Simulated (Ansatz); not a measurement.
GaAs:
```
CELL_PARAMETERS angstrom
      3.37375     0.00000     0.00000
      0.00000     3.37375     0.00000
      0.00000     0.00000     3.37375
ATOMIC_POSITIONS crystal
  Ga 0.00000 0.00000 0.00000
  As 0.50000 0.50000 0.50000
```

Relaxed with PBE. Special points in fractions of this cell's reciprocal vectors: Γ (0.000, 0.000, 0.000); X (0.000, 0.500, 0.000); M (0.500, 0.500, 0.000); R (0.500, 0.500, 0.500).

List the band energies nearest the Fermi level at these points for plane-wave PAW PBE with spin–orbit coupling (Ansatz code).

In eV from the Fermi level; about four levels below and three above (degenerate sets whole), none deeper than 8.9 eV; … stands for higher levels left out; points with the same levels are listed once.

```csv
k,below,above
Γ,-0.46 -0.46 -0.46 -0.46,4.89 4.89 4.89 4.89
X,-8.09 -8.09,1.24 1.24 1.51 1.51
M,-4.99 -4.99 -4.61 -4.61,2.25 2.25 6.94 6.94
R,-0.28 -0.28 -0.28 -0.28,19.13 19.13 …
```

Space group Pm-3m (CsCl type). A made-up cell: these elements were put on the sites of a structure type; neither database checked (COD, Materials Project) lists it. It is not the phase usual at ambient conditions (space group No. 216). The PBE relaxation kept the symmetry of its start; its stability against distortions is not shown here.

Potentials: the later of the program's two PAW sets.
